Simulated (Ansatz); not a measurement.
Relaxed-ion elastic tensor of ZrSeS in space group P3m1 (No. 156; Zr on 1a, Se on 1c, S on 1b) in GPa (Voigt order), plane-wave PAW LDA (Ansatz code); density 5.01 g/cm³, 22.33 Å³ per atom.

```json
[
 {"": "1", "1": "129", "2": "26.8", "3": "8.9", "4": "-2.8", "5": "0.0", "6": "0.0"},
 {"": "2", "1": "26.8", "2": "129", "3": "8.9", "4": "2.8", "5": "0.0", "6": "0.0"},
 {"": "3", "1": "8.9", "2": "8.9", "3": "48.2", "4": "0.0", "5": "0.0", "6": "0.0"},
 {"": "4", "1": "-2.8", "2": "2.8", "3": "0.0", "4": "13.1", "5": "0.0", "6": "0.0"},
 {"": "5", "1": "0.0", "2": "0.0", "3": "0.0", "4": "0.0", "5": "13.1", "6": "-2.8"},
 {"": "6", "1": "0.0", "2": "0.0", "3": "0.0", "4": "0.0", "5": "-2.8", "6": "51.3"}
]
```

Problem. Is the crystal mechanically stable?

Solution. Yes: the smallest eigenvalue of C is 12.9 GPa.

Problem. Work out the Voigt, Reuss and Hill averages.

Solution. K_V = 44.0, K_R = 34.0, K_H = 39.0; G_V = 33.0, G_R = 21.8, G_H = 27.4 GPa.

Problem. Give Young's modulus, Poisson's ratio, Pugh's ratio and the universal anisotropy index.

Solution. E = 9KG/(3K + G) = 66.6 GPa; ν = 0.22; K/G = 1.42 (brittle by the Pugh limit of 1.75); A_U = 5G_V/G_R + K_V/K_R − 6 = 2.88.

Problem. Estimate the sound speeds and the Debye temperature.

Solution. v_l = √((K + 4G/3)/ρ) = 3880 m/s, v_t = √(G/ρ) = 2340 m/s, mean 2580 m/s; Θ = (h/k)(3n/4πV)^(1/3) v_m = 273 K.

Problem. Solve the Christoffel equation for the three sound speeds along x, y, z.

Solution. Eigenvalues of C_ijkl n_j n_l equal ρv². In km/s, slowest first: x 1.60, 3.21, 5.08; y 1.61, 3.20, 5.08; z 1.62, 1.62, 3.10.

Problem. How much does each axis shrink under pressure?

Solution. Linear compressibilities β_i = Σ_j S_ij (j = 1 to 3): x 5.3, y 5.3, z 19 per TPa.

The workflow started from a Materials Project entry (that database holds measured and hypothetical structures alike); the Crystallography Open Database copy checked does not list it. With Se and S taken as one species the cell has the higher symmetry P-3m1, so it may be an ordered model of a mixed-site phase. Its standing as an ambient phase is unchecked. Symmetry was held in the LDA relaxation; its stability against distortions is not shown here. No spin polarisation was allowed. A crystal of weakly bound layers computed without a dispersion correction: the cell and the soft elastic constants depend strongly on that.

Potentials: the later of the program's two PAW sets.
